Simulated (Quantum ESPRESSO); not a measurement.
Ta2Ag4ZrGa, one run as intended and one with a planted mistake

Computed values, not a measurement. The program is pw.x of Quantum ESPRESSO 7.5 (plane-wave density functional theory). The cell is made up: eight metal atoms on a face-centred cubic lattice, with elements, volume, strain and displacements drawn at random and not relaxed, so it may be unstable or far from any real phase. PseudoDojo standard norm-conserving files set the functional (PBE unless stated); there is no spin polarisation or spin-orbit coupling, the Fermi-Dirac width of 0.25 eV means electrons at about 2900 K, and the masses in the input are unused placeholders. Heavy elements are run without spin-orbit coupling, which real alloys of them have. A spin test at this wide smearing found no moment, but such smearing suppresses magnetism that the real alloy may have.

Intended input:

```
&control calculation='scf', pseudo_dir='./dojo.nc.sr.pbe.v0_5.standard.upf', outdir='./o', disk_io='minimal', tprnfor=.true., tstress=.true. /
&system ibrav=0, nat=8, ntyp=4, nbnd=76, ecutwfc=82.02448710, nosym=.true., tot_charge=0,
 occupations='smearing', smearing='fd', degauss=0.0183746611
/
&electrons conv_thr=1.470e-08, electron_maxstep=70, mixing_beta=0.5 /
ATOMIC_SPECIES
Ag 1.0 Ag.upf
Ga 1.0 Ga.upf
Ta 1.0 Ta.upf
Zr 1.0 Zr.upf
CELL_PARAMETERS angstrom
2.0877 4.1014 2.0844
1.9983 -4.037 2.0451
2.0276 -0.0071 -6.1788
ATOMIC_POSITIONS angstrom
Ta 0.0948 0.0696 0.0861
Ag 2.0838 -2.0842 -0.0275
Ag 2.0527 0.1305 -1.9945
Zr 4.1985 -2.0311 -1.9824
Ag 2.0386 0.0817 2.0255
Ag 1.9546 2.0077 -0.0425
Ta 4.1552 -0.0683 -0.0056
Ga 4.1872 1.9944 -2.0378
K_POINTS automatic
5 5 4 1 1 1
```

The log is shortened where brackets say so; the opening notice, blank lines, dates and the lines on written files are dropped, and the path of the files is cut. It prints rydbergs, bohrs and kilobars, and counts compression as positive stress. Its total energy is the free energy E - TS of the whole cell.

Log of the intended run:

```
     Program PWSCF v.7.5
     Parallel version (MPI & OpenMP), running on       4 processor cores
     Number of MPI processes:                 4
     Threads/MPI process:                     1
     [start-up lines left out]
     bravais-lattice index     =            0
     lattice parameter (alat)  =       9.5473  a.u.
     unit-cell volume          =     923.0714 (a.u.)^3
     number of atoms/cell      =            8
     number of atomic types    =            4
     number of electrons       =       127.00
     number of Kohn-Sham states=           76
     kinetic-energy cutoff     =      82.0245  Ry
     charge density cutoff     =     328.0979  Ry
     scf convergence threshold =      1.5E-08
     mixing beta               =       0.5000
     number of iterations used =            8  plain     mixing
     Exchange-correlation= PBE
                           (   1   4   3   4   0   0   0)
     [axes and pseudopotential details left out]
   Cartesian axes
     site n.     atom                  positions (alat units)
         1        Ta     tau(   1) = (   0.0187641   0.0137762   0.0170421  )
         2        Ag     tau(   2) = (   0.4124542  -0.4125334  -0.0054432  )
         3        Ag     tau(   3) = (   0.4062985   0.0258303  -0.3947787  )
         4        Zr     tau(   4) = (   0.8310246  -0.4020231  -0.3923837  )
         5        Ag     tau(   5) = (   0.4035076   0.0161712   0.4009147  )
         6        Ag     tau(   6) = (   0.3868812   0.3973915  -0.0084122  )
         7        Ta     tau(   7) = (   0.8224540  -0.0135189  -0.0011084  )
         8        Ga     tau(   8) = (   0.8287879   0.3947589  -0.4033493  )
     number of k points=    50  Fermi-Dirac smearing, width (Ry)=  0.0184
                       cart. coord. in units 2pi/alat
        k(    1) = (   0.2633058  -0.0028161  -0.0158001), wk =   0.0400000
        k(    2) = (   0.4184571  -0.0037792  -0.1693021), wk =   0.0400000
     [further k points left out]
     Dense  grid:    92621 G-vectors     FFT dimensions: (  60,  54,  72)
     Estimated max dynamical RAM per process >     350.34 MB
     Estimated total dynamical RAM >       1.30 GB
     Initial potential from superposition of free atoms
     starting charge     126.9913, renormalised to     127.0000
     Starting wfcs are   79 randomized atomic wfcs
     total cpu time spent up to now is       13.9 secs
     per-process dynamical memory:   275.5 Mb
     Self-consistent Calculation
     iteration #  1     ecut=    82.02 Ry     beta= 0.50
     Davidson diagonalization with overlap
     ethr =  1.00E-02,  avg # of iterations =  4.6
     total cpu time spent up to now is       53.2 secs
     total energy              =   -1753.06358039 Ry
     estimated scf accuracy    <       2.95712997 Ry
     iteration #  2     ecut=    82.02 Ry     beta= 0.50
     Davidson diagonalization with overlap
     ethr =  2.33E-03,  avg # of iterations =  3.0
     total cpu time spent up to now is       89.7 secs
     total energy              =   -1753.86388640 Ry
     estimated scf accuracy    <       6.25183856 Ry
     [iterations 3 to 11 left out]
     iteration # 12     ecut=    82.02 Ry     beta= 0.50
     Davidson diagonalization with overlap
     ethr =  1.43E-10,  avg # of iterations =  4.6
     total cpu time spent up to now is      406.6 secs
     total energy              =   -1754.63424805 Ry
     estimated scf accuracy    <       0.00000005 Ry
     iteration # 13     ecut=    82.02 Ry     beta= 0.50
     Davidson diagonalization with overlap
     ethr =  3.82E-11,  avg # of iterations =  2.0
     total cpu time spent up to now is      443.1 secs
     End of self-consistent calculation
     [lines on levels left out]
!    total energy              =   -1754.63424806 Ry
     estimated scf accuracy    <          6.6E-09 Ry
     smearing contrib. (-TS)   =      -0.07599559 Ry
     internal energy E=F+TS    =   -1754.55825247 Ry
     The total energy is F=E-TS. E is the sum of the following terms:
     one-electron contribution =    -631.68816654 Ry
     hartree contribution      =     392.97083214 Ry
     xc contribution           =    -306.61083420 Ry
     ewald contribution        =   -1209.23008386 Ry
     convergence has been achieved in  13 iterations
     Forces acting on atoms (cartesian axes, Ry/au):
     atom    1 type  3   force =    -0.05979469   -0.04709466   -0.00085151
     atom    2 type  1   force =    -0.04690350    0.02145083   -0.00959275
     atom    3 type  1   force =     0.01630622   -0.06205643   -0.00189055
     atom    4 type  4   force =    -0.05140732    0.04551631   -0.02750553
     atom    5 type  1   force =     0.04361421   -0.03655285    0.02366003
     atom    6 type  1   force =     0.06603315    0.03889843    0.01666639
     atom    7 type  3   force =     0.02529729    0.02784364   -0.01670428
     atom    8 type  2   force =     0.00685463    0.01199473    0.01621820
     Total force =     0.173882     Total SCF correction =     0.000201
     Computing stress (Cartesian axis) and pressure
          total   stress  (Ry/bohr**3)                   (kbar)     P=      113.86
   0.00081241  -0.00003658   0.00019215          119.51       -5.38       28.27
  -0.00003658   0.00073739   0.00001506           -5.38      108.47        2.22
   0.00019215   0.00001506   0.00077218           28.27        2.22      113.59
     init_run     :     11.11s CPU     11.50s WALL (       1 calls)
     electrons    :    422.16s CPU    429.25s WALL (       1 calls)
     forces       :      3.54s CPU      3.58s WALL (       1 calls)
     stress       :     12.49s CPU     12.49s WALL (       1 calls)
     [timing details left out]
     PWSCF        :   7m31.71s CPU   7m39.34s WALL
     JOB DONE.
```

A second run has one planted mistake: two atoms have their elements exchanged. The input lines that differ:

```
- Ta 0.0948 0.0696 0.0861
+ Ag 0.0948 0.0696 0.0861
- Ag 2.0386 0.0817 2.0255
+ Ta 2.0386 0.0817 2.0255
```

Its log:

```
     Program PWSCF v.7.5
     Parallel version (MPI & OpenMP), running on       4 processor cores
     Number of MPI processes:                 4
     Threads/MPI process:                     1
     [start-up lines left out]
     bravais-lattice index     =            0
     lattice parameter (alat)  =       9.5473  a.u.
     unit-cell volume          =     923.0714 (a.u.)^3
     number of atoms/cell      =            8
     number of atomic types    =            4
     number of electrons       =       127.00
     number of Kohn-Sham states=           76
     kinetic-energy cutoff     =      82.0245  Ry
     charge density cutoff     =     328.0979  Ry
     scf convergence threshold =      1.5E-08
     mixing beta               =       0.5000
     number of iterations used =            8  plain     mixing
     Exchange-correlation= PBE
                           (   1   4   3   4   0   0   0)
     [axes and pseudopotential details left out]
   Cartesian axes
     site n.     atom                  positions (alat units)
         1        Ag     tau(   1) = (   0.0187641   0.0137762   0.0170421  )
         2        Ag     tau(   2) = (   0.4124542  -0.4125334  -0.0054432  )
         3        Ag     tau(   3) = (   0.4062985   0.0258303  -0.3947787  )
         4        Zr     tau(   4) = (   0.8310246  -0.4020231  -0.3923837  )
         5        Ta     tau(   5) = (   0.4035076   0.0161712   0.4009147  )
         6        Ag     tau(   6) = (   0.3868812   0.3973915  -0.0084122  )
         7        Ta     tau(   7) = (   0.8224540  -0.0135189  -0.0011084  )
         8        Ga     tau(   8) = (   0.8287879   0.3947589  -0.4033493  )
     number of k points=    50  Fermi-Dirac smearing, width (Ry)=  0.0184
                       cart. coord. in units 2pi/alat
        k(    1) = (   0.2633058  -0.0028161  -0.0158001), wk =   0.0400000
        k(    2) = (   0.4184571  -0.0037792  -0.1693021), wk =   0.0400000
     [further k points left out]
     Dense  grid:    92621 G-vectors     FFT dimensions: (  60,  54,  72)
     Estimated max dynamical RAM per process >     350.34 MB
     Estimated total dynamical RAM >       1.30 GB
     Initial potential from superposition of free atoms
     starting charge     126.9913, renormalised to     127.0000
     Starting wfcs are   79 randomized atomic wfcs
     total cpu time spent up to now is       11.7 secs
     per-process dynamical memory:   275.5 Mb
     Self-consistent Calculation
     iteration #  1     ecut=    82.02 Ry     beta= 0.50
     Davidson diagonalization with overlap
     ethr =  1.00E-02,  avg # of iterations =  4.4
     total cpu time spent up to now is       44.1 secs
     total energy              =   -1752.92445245 Ry
     estimated scf accuracy    <       3.01734269 Ry
     iteration #  2     ecut=    82.02 Ry     beta= 0.50
     Davidson diagonalization with overlap
     ethr =  2.38E-03,  avg # of iterations =  3.0
     total cpu time spent up to now is       77.3 secs
     total energy              =   -1753.84118491 Ry
     estimated scf accuracy    <       6.63547106 Ry
     [iterations 3 to 11 left out]
     iteration # 12     ecut=    82.02 Ry     beta= 0.50
     Davidson diagonalization with overlap
     ethr =  4.56E-10,  avg # of iterations =  3.1
     total cpu time spent up to now is      377.1 secs
     total energy              =   -1754.57258197 Ry
     estimated scf accuracy    <       0.00000014 Ry
     iteration # 13     ecut=    82.02 Ry     beta= 0.50
     Davidson diagonalization with overlap
     ethr =  1.07E-10,  avg # of iterations =  2.0
     total cpu time spent up to now is      400.1 secs
     End of self-consistent calculation
     [lines on levels left out]
!    total energy              =   -1754.57258199 Ry
     estimated scf accuracy    <       0.00000001 Ry
     smearing contrib. (-TS)   =      -0.09936861 Ry
     internal energy E=F+TS    =   -1754.47321338 Ry
     The total energy is F=E-TS. E is the sum of the following terms:
     one-electron contribution =    -633.99316758 Ry
     hartree contribution      =     394.39713070 Ry
     xc contribution           =    -306.64792571 Ry
     ewald contribution        =   -1208.22925079 Ry
     convergence has been achieved in  13 iterations
     Forces acting on atoms (cartesian axes, Ry/au):
     atom    1 type  1   force =    -0.01837247   -0.03422388   -0.03710624
     atom    2 type  1   force =    -0.04571757    0.02290720   -0.01096668
     atom    3 type  1   force =     0.00897566   -0.05813984    0.00550568
     atom    4 type  4   force =    -0.03296899    0.03690923   -0.01675048
     atom    5 type  3   force =     0.02915416   -0.03892183    0.02056125
     atom    6 type  1   force =     0.05728478    0.02834298    0.01130069
     atom    7 type  3   force =    -0.00812984    0.03513341    0.01225483
     atom    8 type  2   force =     0.00977427    0.00799272    0.01520096
     Total force =     0.143816     Total SCF correction =     0.000316
     Computing stress (Cartesian axis) and pressure
          total   stress  (Ry/bohr**3)                   (kbar)     P=      122.47
   0.00066814  -0.00006606   0.00006325           98.29       -9.72        9.30
  -0.00006606   0.00106427  -0.00001917           -9.72      156.56       -2.82
   0.00006325  -0.00001917   0.00076529            9.30       -2.82      112.58
     init_run     :     10.81s CPU     11.17s WALL (       1 calls)
     electrons    :    381.33s CPU    388.37s WALL (       1 calls)
     forces       :      3.04s CPU      3.08s WALL (       1 calls)
     stress       :     11.93s CPU     11.94s WALL (       1 calls)
     [timing details left out]
     PWSCF        :   6m47.65s CPU   6m55.21s WALL
     JOB DONE.
```

|  | intended run | run with the mistake |
| --- | --- | --- |
| free energy (eV) | -23873.015 | -23872.176 |
| entropy term -TS, part of it (eV) | -1.034 | -1.352 |
| pressure (GPa) | 11.39 | 12.25 |
| size of the largest force component (eV/Å) | 1.698 | 1.495 |
| largest change of a force component (eV/Å) |  | 1.065 |
| iterations | 13 | 13 |

For scale, a rerun of the intended cell at a higher cutoff and on a denser mesh moved values by no more than 0.006 eV in energy, 0.10 GPa in stress and 0.005 eV/Å in force, and a second program with other atomic files agreed on that cell to 2 % rms in force and 0.5 GPa in pressure.